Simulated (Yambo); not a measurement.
Ba2SrWO6 (space group R-3, No. 148), G0W0@PBEsol in Yambo with this input:

```
rim_cut
gw0
dyson
el_el_corr
HF_and_locXC
ppa
em1d
RandQpts= 1000000
RandGvec= 1 Ry
EXXRLvcs= 84 Ry
VXCRLvcs= 336 Ry
Chimod= "HARTREE"
% BndsRnXp
 2 | 317 |
%
NGsBlkXp= 8 Ry
% LongDrXp
 1.0 | 1.0 | 1.0 |
%
PPAPntXp= 27.2114 eV
% GbndRnge
 1 | 317 |
%
GTermKind= "BG"
DysSolver= "n"
ExtendOut
```

On a 2×2×2 mesh, with wavefunctions cut at 84 Ry, the gap (F → F) is 4.494 eV and the valence edge shifts by -0.542 eV.

**Question.** What happens with this change: 3 Ry block?

**Answer.** The gap rises by 0.080 eV, to 4.574 eV; the shift of the valence edge becomes -0.499 eV. Neither run is shown to be the converged limit.

Spin-orbit coupling is not included.

Geometry of the Materials Project entry, not relaxed at this level; primitive cell a = 6.1295 Å, b = 6.1295 Å, c = 6.1295 Å, α = 60.96°, β = 60.96°, γ = 60.96°.

The structure is a Materials Project entry; no match was found in the copy of COD used, and its stability was not checked.

A shift is the quasiparticle energy of the state minus its PBEsol energy.
